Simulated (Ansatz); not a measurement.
Cr2N: from a starting cell to a relaxed one

The start is a generated cell, Cr2N placed in the AFLOW prototype AB2_mC6_12_a_i (C34, as in Te2Au). A full variable-cell relaxation at zero pressure is run with PBEsol (plane waves to 420 eV, PAW, scalar-relativistic; Ansatz, a quantum-chemistry and plane-wave program). The first steps use a coarse 9×9×7 k-mesh.

Starting cell:
```
CELL_PARAMETERS angstrom
      2.54550    -1.56044     0.00000
      2.54550     1.56044     0.00000
     -0.00251     0.00000     3.58969
ATOMIC_POSITIONS crystal
  N  0.00000 0.00000 0.00000
  Cr 0.68790 0.68790 0.28890
  Cr 0.31210 0.31210 0.71110
```
Spin-polarised start, with parallel moments on Cr.

Largest initial force: about 4.2 eV/Å, on Cr2, Cr3 (atoms numbered as listed)
Energy released: 0.61 eV/atom
Volume change: -0.4 %, from 9.51 to 9.47 Å³/atom
Shortest distances (start → end): The closest pairs of elements (up to four, under 3.6 Å), start → end: Cr–N 1.90 → 1.92 Å; Cr–Cr 2.27 → 2.62 Å; N–N 2.99 → 2.80 Å
Optimiser moves: 18

Relaxed structure:

Space group P-3m1 (No. 164); a = b = 2.8020 Å, c = 4.1773 Å, α = β = 90.00°, γ = 120.00°

| atom | site | symmetry | x | y | z |
|---|---|---|---|---|---|
| N | 1a | -3m. | 0.0000 | 0.0000 | 0.0000 |
| Cr | 2d | 3m. | 0.3333 | 0.6667 | 0.2468 |

Final values are on a 19×19×11 k-mesh of the relaxed cell. No spin polarisation in the result: the starting moments vanished. The relaxed primitive cell holds an odd number of electrons. A magnetic state may lie lower.

The run could not lose the symmetry of its start; a randomly shaken copy of 6 atoms returns to this structure.

The relaxed structure here is a generated cell of Cr2N: the first start was made by placing the elements on the sites of a structure type, and the end was not matched to a known phase here, so it may be hypothetical.
